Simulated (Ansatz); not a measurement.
YS: moving S off its site

YS, Fm-3m, a = 5.487 Å (as given, not relaxed at this level: 2.2 GPa). The structure is a COD entry; whether it is the stable form wasn't checked. Ansatz: r2SCAN, PAW, 500 eV, Γ-centred 16×16×16 mesh on 2 atoms, Gaussian smearing 0.15 eV; no spin polarisation.

```xyz
2
Lattice="0.0000 2.7437 2.7437 2.7437 0.0000 2.7437 2.7437 2.7437 0.0000" Properties=species:S:1:pos:R:3 pbc="T T T"
Y     2.7437    2.7437    2.7437
S     0.0000    0.0000    0.0000
```

Atom 2 (S) moves by x along the unit vector (0.000, 0.000, -1.000), with its periodic images; all else is held. y is the free energy of the cell over the start, F the force along the path summed over the moved atoms. Symmetry makes y even in x.

| x (Å) | y (meV) | F (eV/Å) |
| --- | --- | --- |
| -0.5000 | ? | ? |
| -0.2500 | 261.4 | 2.21 |
| 0.0000 | 0.0 | 0.00 |
| 0.0625 | 15.5 | -0.50 |
| 0.1250 | 62.7 | -1.02 |
| 0.1875 | 143.4 | -1.58 |
| 0.3125 | 421.8 | -2.95 |
| 0.3750 | 632.8 | -3.83 |
| 0.4375 | 903.1 | -4.84 |

Q: Fit y = c2 x² + c4 x⁴ to the energies of the other rows, give the force constant, and predict energy and force of the missing row.

A: Least squares on the rows shown. y = 3914.6 x² + 4189.5 x⁴. The force constant is 2 c2 = 7.83 eV/Å², for the cell as given, at 2.2 GPa (for all images moving together, not for a lone atom). With two atoms in a cubic cell this is the optical mode at Γ (in a metal it hangs on mesh and smearing): ω = 521.5 √(2 c2/μ) = 301 cm⁻¹ for μ = 23.56 u. The force −dy/dx at the missing row is 6.01 eV/Å (computed 6.04). At x = -0.5000 the fit asked for gives 1240.5 meV. The run gave 1241.5 meV, so the fit is 1.0 meV too low, a small miss on the scale of the series.

The cell has an odd number of electrons and ran without spin polarisation, so a magnetic or disproportionated state may lie lower.